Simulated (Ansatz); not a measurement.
Starting cell, SiO₂ (alpha-quartz type, space group P3_121):

```
CELL_PARAMETERS angstrom
      5.02210     0.00000     0.00000
     -2.51105     4.34927     0.00000
      0.00000     0.00000     5.51028
ATOMIC_POSITIONS crystal
  Si 0.47672 0.00000 0.33333
  Si 0.00000 0.47672 0.66667
  Si 0.52328 0.52328 0.00000
  O  0.41453 0.25539 0.20512
  O  0.74461 0.15915 0.53845
  O  0.84085 0.58547 0.87179
  O  0.15915 0.74461 0.46155
  O  0.25539 0.41453 0.79488
  O  0.58547 0.84085 0.12821
```

A phonon eigenvector at Γ is frozen into this cell: atom i moves by Q times the vector below, so Q is the largest atomic displacement, in Å. The cell is held. It is one choice among 2 degenerate patterns.

```json
[
 {"atom": "Si1", "x": "-0.016", "y": "0.000", "z": "0.000"},
 {"atom": "Si2", "x": "0.097", "y": "0.065", "z": "0.300"},
 {"atom": "Si3", "x": "0.097", "y": "-0.065", "z": "-0.300"},
 {"atom": "O4", "x": "0.344", "y": "-0.021", "z": "-0.367"},
 {"atom": "O5", "x": "-0.636", "y": "0.305", "z": "0.319"},
 {"atom": "O6", "x": "0.136", "y": "0.990", "z": "0.047"},
 {"atom": "O7", "x": "0.344", "y": "0.021", "z": "0.367"},
 {"atom": "O8", "x": "0.136", "y": "-0.990", "z": "-0.047"},
 {"atom": "O9", "x": "-0.636", "y": "-0.305", "z": "-0.319"}
]
```

All values below come from PBE (plane waves to 420 eV, PAW, scalar-relativistic; Ansatz, a first-principles code). k mesh 8×8×6 (Γ-centred), Fermi-Dirac smearing 0.05 eV. The energy includes the smearing's −TS. Stress and pressure are positive under compression. SiO2 was relaxed with its symmetry unable to fall. ΔE is measured from the undisplaced structure.

```csv
Q (Å),ΔE (eV/cell),−dE/dQ from forces (eV/Å),P (GPa)
-0.180,0.2287,2.548,-1.17
-0.150,0.1588,2.114,-0.81
-0.120,0.1018,1.689,-0.52
-0.090,0.0574,1.269,-0.29
-0.060,0.0256,0.850,-0.13
-0.030,0.0064,0.428,-0.03
0.000,0.0000,0.000,0.00
0.030,0.0065,-0.438,-0.03
0.060,0.0264,-0.889,-0.13
0.090,0.0601,-1.357,-0.28
0.120,0.1080,-1.844,-0.50
0.150,0.1709,-2.352,-0.77
0.180,0.2494,-2.884,-1.09
```

Derived quantities:

```
Property                                                                                                              Value
-----------------------------------------------------------  --------------------------------------------------------------
Energy at Q = 0.180 Å                                                                                        249.4 meV/cell
Space group of the distorted cell                                                           C2 (No. 5), lowered from P3_121
Symmetry of the curve                                                   not even: the positive side lies higher at ±0.180 Å
Shape of the curve                                           a single well with its minimum at or next to zero displacement
Harmonic wavenumber from the curvature (finite differences)                                                        245 cm⁻¹
Wavenumber by perturbation theory (DFPT, on another k mesh)                                                        245 cm⁻¹
```

(For displaced atoms, the force is minus the slope of the energy, and its curvature is a force constant, which sets phonon frequencies.)
